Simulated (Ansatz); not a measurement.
Input and command of a plane-wave DFT calculation in Ansatz:

```yaml
crystal:
  lattice:
    - [2.7447419948, 0.0, 0.0]
    - [-1.3723709974, 2.3770162943, 0.0]
    - [0.0, 0.0, 4.9467]
  atoms:
    - { symbol: Zn, position: [0.3333333333, 0.6666666667, 0.25] }
    - { symbol: Zn, position: [0.6666666667, 0.3333333333, 0.75] }
basis:
  ecutwfc: 420
kpoints:
  mp_grid: { grid: [24, 24, 10] }
hamiltonian:
  xc: pbe
scf:
  occupations: { method: gaussian, width: 0.15 }
output:
  forces: true
  stress: true
  eigenvalues: true
```

```bash
ansatz run input.yaml --threads 1 --pin off --max-ram 2560MiB --backend cpu --events-out ev --progress --plain --runs-dir out
```

Processor: Arm Neoverse V1, 1 thread, on a host shared with other jobs.

How long does it run, and how much memory does it take?

About 8.4 s on 1 thread of Arm Neoverse V1, on a shared host, peak memory 0.42 GiB. It solves 16 bands at 366 k points (the mesh reduced by symmetry) with about 647 plane waves, in 6 SCF iterations.
